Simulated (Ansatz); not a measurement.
## KRb$_{2}$: computed properties

Computed with Ansatz 0.2.0, DFT PBE, scalar-relativistic, plane waves, PAW.

Settings: cutoff 420 eV, Γ-centred mesh 12×12×12 on the computed 3-atom cell, Gaussian smearing of 0.10 eV; no spin polarisation.

The structure is relaxed at this level of theory with its symmetry kept, and needn't be the ground state of this composition.

Space group R-3m (No. 166), trigonal, a = 4.965 Å, c = 36.112 Å. K is surrounded by 6 Rb at 4.87 Å and 6 K at 4.96 Å; around Rb lie 3 K at 4.87 Å and 9 Rb at 4.96–5.06 Å.

- Volume per atom: 85.64 Å³
- Formation energy from the elements' standard states (uncorrected): +0.003 eV/atom
- Kohn–Sham band gap: none (metal)
- Density of states at the Fermi level: 2.8 states/eV per cell
- Orbital (Löwdin) character within 0.5 eV of the Fermi level: Rb 5s 59 %, K 4s 28 %, unprojected 13 %
- Bader charge by site (e): K (1 in the cell) -0.06, Rb (2 in the cell) 0.03

The cell was found from a structure generator's guess, not taken from experiment. Löwdin shares on free-atom orbitals overweight diffuse shells.
